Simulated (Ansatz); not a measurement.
What strain does to LiGeN (P6_3mc)

LiGeN (P6_3mc) from a database of computed structures, relaxed with r2SCAN in the plane-wave code Ansatz. The symmetry is P6_3mc (No. 186, hexagonal); conventional cell a = 2.987 Å, c = 9.353 Å, 12.05 Å³ an atom. Li is surrounded by 3 N at 2.17 Å; Ge is surrounded by 3 N at 1.98 Å; N is surrounded by 3 Ge at 1.98 Å and 3 Li at 2.17 Å.

The axes x, y and z are those of this cell:
```xyz
6
Lattice="2.9871 0.0000 0.0000 -1.4935 2.5869 0.0000 0.0000 0.0000 9.3531" Properties=species:S:1:pos:R:3 pbc="T T T"
Li    1.4935    0.8623    6.9510
Li    0.0000    1.7246    2.2745
Ge    0.0000    0.0000    4.6656
Ge    0.0000    0.0000    9.3421
N     0.0000    1.7246    5.6364
N     1.4935    0.8623    0.9599
```

Unstrained: The PBE gap is indirect, 1.509 eV (Γ–K (0.45 of the way from Γ) to M), below the direct gap of 2.460 eV at Γ–M (0.90 of the way from Γ). r2SCAN gives an indirect gap of 1.833 eV, from Γ–K (0.45 of the way from Γ) to M; the least direct gap is 2.807 eV at Γ–M (0.90 of the way from Γ). With HSE06 the valence top lies at K and the conduction bottom at M, 2.227 eV higher; the smallest vertical gap, at M, is 3.211 eV. Meshes: PBE 12×12×4, r2SCAN 12×12×4, HSE06 6×6×2. Strains are changes of length per length. After each strain the atoms were relaxed again with r2SCAN in this cell and within any symmetry left, so distortions that break it or need a larger cell weren't tested; points keep the names that they have in the unstrained zone. No spin polarisation and no zero-point or thermal motion.

Changes of the least gap in eV (an overlap counts as a negative gap):

| strain | volume change (%) | space group | PBE | r2SCAN | HSE06 | energy rise, r2SCAN (meV/atom) |
| --- | --- | --- | --- | --- | --- | --- |
| biaxial +5.25 % in x and y, z held | +10.8 | P6_3mc | -0.411 | -0.411 | -0.354 | 56.4 |
| uniaxial -3.7 % along z | -3.7 | P6_3mc | -0.155 | -0.165 | -0.094 | 6.8 |
| epitaxial +5.21 % in the xy plane, free normal strain -1.20 % | +9.4 | P6_3mc | -0.464 | -0.467 | -0.410 | 55.0 |

Biaxial +5.25 % in x and y, z held. HSE06: the gap goes from 2.227 to 1.873 eV (-0.354 eV); the edges go from K → M to Γ–K (0.34) → M. Stress change with r2SCAN, compression positive: xx -12.52, yy -12.52, zz -1.07 GPa.

Uniaxial -3.7 % along z, other directions held. HSE06: the gap goes from 2.227 to 2.133 eV (-0.094 eV); the edges go from K → M to Γ–K (0.41) → M. Stress change with r2SCAN, compression positive: xx +0.65, yy +0.65, zz +5.04 GPa.

Epitaxial +5.21 % in the xy plane, free normal strain -1.20 %. HSE06: the gap goes from 2.227 to 1.818 eV (-0.410 eV); the edges go from K → M to (-0.109, 0.224, 0) → M. Stress change with r2SCAN, compression positive: xx -12.45, yy -12.45, zz -0.01 GPa.

Spin-orbit coupling is left out.

Where an edge lies off the special points, it is a point of the mesh or the k point where a search put PBE's edge or least direct gap, reused for the other functionals, whose own edges may lie a little apart.

Coordinates of k points refer to the reciprocal vectors of the primitive cell of the runs.

The meshes of the hybrids are coarse, so their gaps aren't converged to the digits shown.
